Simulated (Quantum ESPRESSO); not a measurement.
YAlZnF8 (made-up cell, one site empty) (calculated)

All values are calculated (Quantum ESPRESSO 7.5). Calculation on a made-up crystal cell, not a measurement, with one named mistake planted (healthy values lack it): periodic Kohn-Sham density functional theory in plane waves with PseudoDojo standard norm-conserving scalar-relativistic pseudopotentials, each functional with its own files (v0.5 for PBE, v0.4.1 for LDA and PBEsol), no spin polarisation, no spin-orbit coupling, atoms not relaxed, stress positive in tension, energies less a fixed whole-eV offset for each atom's element; levels are Kohn-Sham levels at fractions of this cell's reciprocal vectors, counted from the reference band (half the neutral cell's valence electrons, rounded up) at Gamma; error bars cover cutoff and k-mesh only, not smearing or the files; each bar is the largest change over components, and at least 0.002 eV, 0.002 eV per angstrom or 0.02 GPa; a charged cell sits in a uniform background, with energy and stress on this program's zero of potential; no dispersion term; energies are for the whole cell, and the offsets were chosen from early runs and are not element reference energies; a distance is the largest change of any value in units of its error bar (the energy's for the smearing term), a scale change is of lengths, and a coarse mesh keeps the half-step shift; machines and their load varied, so run times do not measure scaling.

```yaml
- formula: YAlZnF8
  kind: "made-up cell, one site empty"
  intended_structure:
    cell_angstrom: [[5.1839, 0.0, 0.0], [0.0, 5.1839, 0.0], [0.0, 0.0, 5.1839]]
    atoms_fractional:
      - [Zn, -0.00285, 0.49667, 0.49148]
      - ["Y", 0.49405, 0.0212, 0.5062]
      - [Al, 0.50589, 0.51226, 0.00071]
      - [F, 0.24692, 0.25363, 0.25865]
      - [F, 0.26011, 0.25463, 0.75108]
      - [F, 0.25257, 0.75206, 0.24609]
      - [F, 0.24659, 0.7342, 0.73489]
      - [F, 0.75833, 0.25463, 0.2584]
      - [F, 0.75108, 0.24721, 0.73425]
      - [F, 0.74978, 0.74843, 0.24923]
      - [F, 0.75187, 0.7476, 0.73933]
  given:
    lattice_type: fluorite
    empty_site: 1
    intended_functional: pbe
    "intended_cutoff [eV]": 1143
    "intended_fermi_dirac_smearing [eV]": 0.025
    "intended_scf_tolerance [eV]": 1.0e-07
    intended_electrons_removed: 0
    "healthy_free_energy_less_offsets [eV]": 22.269
    healthy_scf_iterations: 10
    "healthy_smearing_term_minus_ts [eV]": 0.0
    "healthy_pressure [GPa]": -5.12
    "healthy_stress_xx [GPa]": 6.86
    "healthy_stress_yy [GPa]": 2.99
    "healthy_stress_zz [GPa]": 5.52
    "healthy_stress_yz [GPa]": 0.07
    "healthy_stress_xz [GPa]": -0.11
    "healthy_stress_xy [GPa]": 0.55
    healthy_reference_band: 45
    fault_kind: "cell scaled"
    "fault_scale_change [percent]": -0.56
    faulty_run_command: "mpirun -np 4 pw.x -nk 4 -in in"
    faulty_run_processor: "Intel Xeon, 2023 or later, virtual cores"
    intended_k_mesh: "4 x 4 x 4, shifted by half a step"
    structure_shown: "as intended, without the mistake"
    atom_site: [2, 3, 4, 5, 6, 7, 8, 9, 10, 11, 12]
    "atom_energy_offset [eV]": [-5687, -1098, -64, -677, -677, -677, -677, -677, -677, -677, -677]
    healthy_force_site: [2, 3, 4, 5, 6, 7, 8, 9, 10, 11, 12]
    "healthy_force_x [eV/angstrom]": [0.052, 0.15, -0.1, 0.754, 0.462, 1.092, 1.071, -1.042, -0.16, -1.132, -1.146]
    "healthy_force_y [eV/angstrom]": [0.384, -1.812, 0.749, 1.409, 1.337, -1.372, -0.877, 1.233, 1.635, -1.305, -1.381]
    "healthy_force_z [eV/angstrom]": [0.008, -0.648, 0.045, -0.828, 1.268, -0.888, 0.757, -1.11, 1.343, -0.864, 0.916]
    healthy_level_k_point: [Gamma, "(1/2,1/2,1/2)", "(0.15,0,0)", "(0,0.15,0)", "(0,0,0.15)"]
    "healthy_next_band_up [eV]": [3.383, 5.087, 3.568, 3.561, 3.603]
  results:
    "faulty_pressure [GPa]": null
    "faulty_stress_xy [GPa]": null
    "faulty_stress_zz [GPa]": null
```

Question: What faulty pressure does the calculation give for YAlZnF8 (made-up cell, one site empty)?
Answer: -3.507 GPa

Question: Give the missing faulty stress xy for YAlZnF8 (made-up cell, one site empty).
Answer: 0.5381 GPa

Question: Estimate the faulty stress zz of YAlZnF8 (made-up cell, one site empty).
Answer: 3.94 GPa

Question: Give the table of faulty levels values for YAlZnF8 (made-up cell, one site empty).
Answer: 
Faulty levels:
```csv
level k point,next band up (eV)
Gamma,3.489
"(1/2,1/2,1/2)",5.234
"(0.15,0,0)",3.678
"(0,0.15,0)",3.671
"(0,0,0.15)",3.714
```

Further results for YAlZnF8 (made-up cell, one site empty):

| Property | Result |
| --- | --- |
| faulty free energy less offsets | 22.21 eV |
| faulty scf iterations | 10 |
| faulty smearing term minus ts | 0 eV |
| faulty stress xx | 5.268 GPa |
| faulty stress yy | 1.314 GPa |
| faulty stress yz | -0.006936 GPa |
| faulty stress xz | -0.1625 GPa |
| faulty reference band | 45 |
| other mistakes compared | 7 |
| distance from healthy | 83.82 error bars |
| distance from nearest other mistake | 76.88 error bars |
| healthy error bar energy | 0.003248 eV |
| healthy error bar stress | 0.02 GPa |
| healthy error bar force | 0.002 eV/Å |
| healthy error bar next band up | 0.002 eV |
| faulty wall time of scf and band steps on a shared machine | 87.5 s |

Faulty forces:
```csv
site,x (eV/Å),y (eV/Å),z (eV/Å)
2,0.06066,0.4024,0.01819
3,0.1554,-1.931,-0.692
4,-0.1007,0.7426,0.04444
5,0.7091,1.452,-0.9335
6,0.3843,1.391,1.381
7,1.058,-1.394,-0.9563
8,1.046,-0.8917,0.8253
9,-1.013,1.253,-1.214
10,-0.07865,1.695,1.466
11,-1.106,-1.313,-0.9235
12,-1.115,-1.407,0.985
```
